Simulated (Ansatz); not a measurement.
LiNbO3 in space group R-3 (No. 148; Li on 6c, Nb on 6c, O on 18f) under volume change, PBEsol in the plane-wave PAW code Ansatz, shape and atoms relaxed at each volume.

| V (Å³/atom) | E − E(relaxed) (meV/atom) | P (GPa) |
|---|---|---|
| 10.053 | 27.2 | 9.64 |
| 10.385 | 11.3 | 5.82 |
| 10.716 | (withheld) | (withheld) |
| 11.048 | 0.0 | 0.00 |
| 11.379 | (withheld) | (withheld) |
| 11.711 | 8.8 | -4.01 |
| 12.042 | 18.7 | -5.53 |

Q: Complete the blanks.

A: 
- 11.379, E − E(relaxed) (meV/atom): 2.3
- 11.379, P (GPa): -2.21
- 10.716, E − E(relaxed) (meV/atom): 2.7
- 10.716, P (GPa): 2.66

Q: What does a third-order Birch–Murnaghan fit give for V₀, B₀ and B′?

A: V₀ = 11.05 Å³/atom, B₀ = 80.1 GPa, B′ = 5.2.

The first step of the workflow began from a Materials Project structure, measured or hypothetical; the Crystallography Open Database files this formula in space group No. 148, but the cells were not matched. It is not the phase usual at ambient conditions (space group No. 161). Symmetry was held in the PBEsol relaxation; its stability against distortions is not shown here. No spin polarisation was allowed.

Potentials: the earlier of the program's two PAW sets.
